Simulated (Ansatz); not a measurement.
The calculation used DFT PBE, scalar-relativistic, plane waves, PAW in Ansatz 0.2.0. Settings: cutoff 420 eV, Γ-centred meshes spaced at most about 0.3 Å⁻¹, and about 0.25 Å⁻¹ or finer for metals (2π included), Gaussian smearing. No spin polarisation in the final relaxations.

These are static total energies at zero pressure. All come from trial cells, and lower structures may exist.

Task: These unrelaxed guesses for Ga3Sb2As are each relaxed within their symmetry. Order them by the energy at which they end, lowest first.
A.

```
CELL_PARAMETERS angstrom
4.02512 0.00000 0.00000
-2.01256 3.48586 0.00000
0.00000 0.00000 19.91433
ATOMIC_POSITIONS crystal
Ga 0.33333 0.66667 0.33333
Ga 0.33333 0.66667 0.66666
Ga 0.33333 0.66667 0.99999
Ga 0.66667 0.33333 0.16666
Ga 0.66667 0.33333 0.49999
Ga 0.66667 0.33333 0.83333
Sb 0.33333 0.66667 0.12467
Sb 0.33333 0.66667 0.79134
Sb 0.66667 0.33333 0.29134
Sb 0.66667 0.33333 0.62467
As 0.33333 0.66667 0.45801
As 0.66667 0.33333 0.95801
```

B.

```
CELL_PARAMETERS angstrom
4.03837 0.00000 0.00000
-2.01918 3.49733 0.00000
0.00000 0.00000 9.89194
ATOMIC_POSITIONS crystal
Ga 0.00000 0.00000 0.00000
Ga 0.66667 0.33333 0.33333
Ga 0.33333 0.66667 0.66667
Sb 0.66667 0.33333 0.08333
Sb 0.33333 0.66667 0.41667
As 0.00000 0.00000 0.75000
```

Result: B (ends in P3m1, 0 meV/atom), A (ends in P6_3mc, 13 meV/atom).

These runs have no spin–orbit coupling, which can matter for Sb. Cells relaxed within their symmetry can be saddle points. Some structure types and database cells were kept out of the candidates from the start, so a known form may be missing.
